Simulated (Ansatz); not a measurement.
CuCl:
Space group P3₁21 (No. 152); a = b = 3.881 Å, c = 9.141 Å, α = β = 90.00°, γ = 120.00°

```
atom  site  symmetry       x       y       z
----  ----  --------  ------  ------  ------
Cu      3b       .2.  0.2513  0.2513  0.5000
Cl      3a       .2.  0.5455  0.5455  0.0000
```

Relaxed with PBE+D3(BJ).

Q: Which orbitals make up the states near the band edges in the program Ansatz at the PBE+D3(BJ) level (PAW)?

A: Top 1 eV of the valence band: Cu 3d 84 %, Cl 3p 11 %. Bottom 1 eV of the conduction band: Cu 4s 51 %, Cu 3d 16 %, Cl 3s 16 %, Cl 3p 15 %. Projections are on Löwdin-orthogonalised atomic valence shells; empty p or d shells of many metals are not among them.

Q: Tabulate the density of states.

A: States/eV per cell of 6 atoms, in 0.25 eV bins, energy from the valence-band maximum.

| E (eV) | total | Cu 3d | Cl 3p | Cu 4s |
|---|---|---|---|---|
| -6.87 | 0.00 | 0.00 | 0.00 | 0.00 |
| -6.62 | 0.35 | 0.04 | 0.25 | 0.06 |
| -6.37 | 1.24 | 0.15 | 0.88 | 0.19 |
| -6.12 | 7.04 | 0.86 | 5.10 | 0.97 |
| -5.87 | 5.63 | 0.59 | 4.19 | 0.73 |
| -5.62 | 1.66 | 0.16 | 1.28 | 0.16 |
| -5.37 | 4.47 | 0.38 | 3.64 | 0.31 |
| -5.12 | 4.33 | 0.36 | 3.68 | 0.18 |
| -4.87 | 5.65 | 0.55 | 4.91 | 0.08 |
| -4.62 | 10.23 | 1.54 | 8.46 | 0.09 |
| -4.37 | 9.94 | 1.54 | 8.18 | 0.11 |
| -4.12 | 6.03 | 0.89 | 4.99 | 0.08 |
| -3.87 | 7.93 | 1.21 | 6.56 | 0.08 |
| -3.62 | 6.08 | 0.72 | 5.24 | 0.06 |
| -3.37 | 1.42 | 0.12 | 1.28 | 0.01 |
| -3.12 | 0.00 | 0.00 | 0.00 | 0.00 |
| -2.87 | 0.00 | 0.00 | 0.00 | 0.00 |
| -2.62 | 0.00 | 0.00 | 0.00 | 0.00 |
| -2.37 | 0.00 | 0.00 | 0.00 | 0.00 |
| -2.12 | 0.00 | 0.00 | 0.00 | 0.00 |
| -1.87 | 0.00 | 0.00 | 0.00 | 0.00 |
| -1.62 | 0.86 | 0.80 | 0.02 | 0.03 |
| -1.37 | 18.32 | 17.52 | 0.36 | 0.27 |
| -1.12 | 43.57 | 42.15 | 0.80 | 0.39 |
| -0.87 | 30.43 | 27.86 | 1.48 | 0.85 |
| -0.62 | 11.65 | 9.40 | 1.72 | 0.40 |
| -0.37 | 7.06 | 5.15 | 1.32 | 0.49 |
| -0.12 | 8.11 | 5.59 | 1.84 | 0.59 |
| 0.13 | 0.00 | 0.00 | 0.00 | 0.00 |
| 0.38 | 0.00 | 0.00 | 0.00 | 0.00 |
| 0.63 | 0.00 | 0.00 | 0.00 | 0.00 |
| 0.88 | 0.00 | 0.00 | 0.00 | 0.00 |
| 1.13 | 0.00 | 0.00 | 0.00 | 0.00 |
| 1.38 | 0.00 | 0.00 | 0.00 | 0.00 |
| 1.63 | 0.00 | 0.00 | 0.00 | 0.00 |
| 1.88 | 0.05 | 0.01 | 0.01 | 0.02 |
| 2.13 | 0.20 | 0.04 | 0.03 | 0.09 |
| 2.38 | 0.33 | 0.05 | 0.05 | 0.16 |
| 2.63 | 0.44 | 0.06 | 0.07 | 0.23 |
| 2.88 | 0.66 | 0.06 | 0.10 | 0.35 |
| 3.13 | 1.94 | 0.12 | 0.27 | 1.00 |
| 3.38 | 3.00 | 0.15 | 0.42 | 1.53 |
| 3.63 | 4.43 | 0.18 | 0.64 | 2.17 |
| 3.88 | 4.55 | 0.17 | 0.63 | 2.07 |
| 4.13 | 3.01 | 0.09 | 0.37 | 1.14 |
| 4.38 | 4.62 | 0.12 | 0.56 | 1.69 |
| 4.63 | 2.57 | 0.06 | 0.27 | 0.79 |
| 4.88 | 3.25 | 0.06 | 0.29 | 0.83 |
| 5.13 | 1.65 | 0.03 | 0.13 | 0.34 |
| 5.38 | 0.96 | 0.01 | 0.07 | 0.18 |
| 5.63 | 4.77 | 0.03 | 0.14 | 0.31 |
| 5.88 | 3.72 | 0.03 | 0.16 | 0.33 |
| 6.13 | 4.89 | 0.04 | 0.17 | 0.37 |
| 6.38 | 5.25 | 0.05 | 0.21 | 0.49 |
| 6.63 | 2.98 | 0.02 | 0.08 | 0.18 |

Space group P3_121. The start of the workflow was typed in or built on a structure type; neither database checked (COD, Materials Project) lists it. It is not the phase usual at ambient conditions (space group No. 216). Symmetry was held in the PBE+D3(BJ) relaxation; its stability against distortions is not shown here. The workflow began spin-polarised and lost its moments.

Potentials: the later of the program's two PAW sets.
